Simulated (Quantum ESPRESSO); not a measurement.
# Band energies of NaBa2ReO6

```
NaBa2ReO6
1.0
    0.00000     4.21066     4.21066
    4.21066     0.00000     4.21066
    4.21066     4.21066     0.00000
O Na Ba Re
6 1 2 1
Direct
  0.72606   0.72606   0.27394
  0.27394   0.27394   0.72606
  0.27394   0.72606   0.72606
  0.72606   0.27394   0.27394
  0.72606   0.27394   0.72606
  0.27394   0.72606   0.27394
  0.00000   0.00000   0.00000
  0.75000   0.75000   0.75000
  0.25000   0.25000   0.25000
  0.50000   0.50000   0.50000
```

PBEsol (Quantum ESPRESSO, PseudoDojo norm-conserving, 88 Ry, no spin-orbit coupling); path ΓXWKΓLUWLK,UX; energies in eV from the valence-band maximum.

| k (1/Å) | point | band 36 | band 37 | band 38 | band 39 | band 40 | band 41 | band 42 | band 43 |
|---|---|---|---|---|---|---|---|---|---|
| 0.00 | Γ | -0.42 | -0.42 | 0.00 | 0.00 | 0.00 | 2.44 | 2.44 | 2.44 |
| 0.19 |  | -0.48 | -0.48 | -0.08 | -0.08 | -0.01 | 2.36 | 2.51 | 2.51 |
| 0.37 |  | -0.62 | -0.62 | -0.28 | -0.28 | -0.02 | 2.16 | 2.67 | 2.67 |
| 0.56 |  | -0.72 | -0.72 | -0.51 | -0.51 | -0.04 | 1.97 | 2.82 | 2.82 |
| 0.75 | X | -0.70 | -0.70 | -0.68 | -0.68 | -0.04 | 1.90 | 2.88 | 2.88 |
| 0.75 | W | -1.07 | -0.77 | -0.72 | -0.31 | -0.31 | 2.39 | 2.39 | 2.87 |
| 1.01 | K | -1.00 | -0.65 | -0.58 | -0.57 | -0.17 | 2.15 | 2.71 | 2.78 |
| 1.21 |  | -0.95 | -0.61 | -0.41 | -0.35 | -0.30 | 2.42 | 2.51 | 2.65 |
| 1.41 |  | -0.68 | -0.56 | -0.25 | -0.23 | -0.16 | 2.40 | 2.54 | 2.55 |
| 1.80 | Γ | -0.42 | -0.42 | 0.00 | 0.00 | 0.00 | 2.44 | 2.44 | 2.44 |
| 1.96 |  | -0.46 | -0.46 | -0.05 | -0.05 | -0.03 | 2.43 | 2.47 | 2.47 |
| 2.12 |  | -0.52 | -0.52 | -0.17 | -0.17 | -0.11 | 2.41 | 2.52 | 2.52 |
| 2.29 |  | -0.56 | -0.56 | -0.32 | -0.32 | -0.20 | 2.39 | 2.55 | 2.55 |
| 2.45 | L | -0.55 | -0.55 | -0.41 | -0.41 | -0.25 | 2.39 | 2.56 | 2.56 |
| 2.68 |  | -0.78 | -0.60 | -0.46 | -0.41 | -0.26 | 2.36 | 2.56 | 2.65 |
| 2.90 | U | -1.00 | -0.65 | -0.58 | -0.57 | -0.17 | 2.15 | 2.71 | 2.78 |
| 2.90 | W | -1.07 | -0.77 | -0.72 | -0.31 | -0.31 | 2.39 | 2.39 | 2.87 |
| 3.17 |  | -0.82 | -0.63 | -0.52 | -0.35 | -0.29 | 2.41 | 2.47 | 2.71 |
| 3.30 |  | -0.63 | -0.57 | -0.43 | -0.39 | -0.27 | 2.40 | 2.53 | 2.60 |
| 3.43 | L | -0.55 | -0.55 | -0.41 | -0.41 | -0.25 | 2.39 | 2.56 | 2.56 |
| 3.55 |  | -0.61 | -0.57 | -0.42 | -0.40 | -0.26 | 2.40 | 2.54 | 2.59 |
| 3.66 |  | -0.78 | -0.60 | -0.46 | -0.41 | -0.26 | 2.36 | 2.56 | 2.65 |
| 3.77 |  | -0.97 | -0.63 | -0.52 | -0.48 | -0.22 | 2.26 | 2.63 | 2.72 |
| 3.89 | K | -1.00 | -0.65 | -0.58 | -0.57 | -0.17 | 2.15 | 2.71 | 2.78 |
| 3.89 | U | -1.00 | -0.65 | -0.58 | -0.57 | -0.17 | 2.15 | 2.71 | 2.78 |
| 4.15 | X | -0.70 | -0.70 | -0.68 | -0.68 | -0.04 | 1.90 | 2.88 | 2.88 |

The PBEsol gap is indirect, 1.90 eV, from Γ to X; the smallest direct gap is 1.94 eV.

Without spin-orbit coupling, band edges of such heavy elements can be off by tenths of an eV.

Geometry of the Materials Project entry, not relaxed at this level.
